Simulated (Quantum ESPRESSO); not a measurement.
Parts of the isotropic shielding in LiCl, by PBE GIPAW on JTH datasets (Quantum ESPRESSO, modified build), 25 Ha, k-mesh 5×5×5 shifted:

```
LiCl
1.0
    0.00000     2.56477     2.56477
    2.56477     0.00000     2.56477
    2.56477     2.56477     0.00000
Li Cl
1 1
Direct
  0.00000   0.00000   0.00000
  0.50000   0.50000   0.50000
```
The cell was made here from an entry of the Crystallography Open Database (unchecked): atoms relaxed with PBE in the measured cell (PBE without dispersion, pw.x of Quantum ESPRESSO, symmetry kept).  Stability against distortions was not tested.

The core term is that of the free atom's frozen core; the paramagnetic column sums the reconstruction terms. These are absolute shieldings with no macroscopic susceptibility term; δ = σ_ref − σ needs a reference computed alike. By our sweeps, such settings leave a few ppm in absolute σ. The datasets of Cl hold no d projectors, which limits absolute σ on these atoms.

```csv
site,core,bare (smooth current),diamagnetic correction,paramagnetic corrections,σ_iso (ppm)
Li (atom 1),0.0,12.8,69.3,[?],[?]
Cl (atom 2),1050.8,84.1,-12.0,[?],[?]
```

**Question.** What belongs in the gaps?

**Answer.** 
- Li (atom 1), paramagnetic corrections: -1.3
- Li (atom 1), σ_iso (ppm): 80.8
- Cl (atom 2), paramagnetic corrections: -210.1
- Cl (atom 2), σ_iso (ppm): 912.9
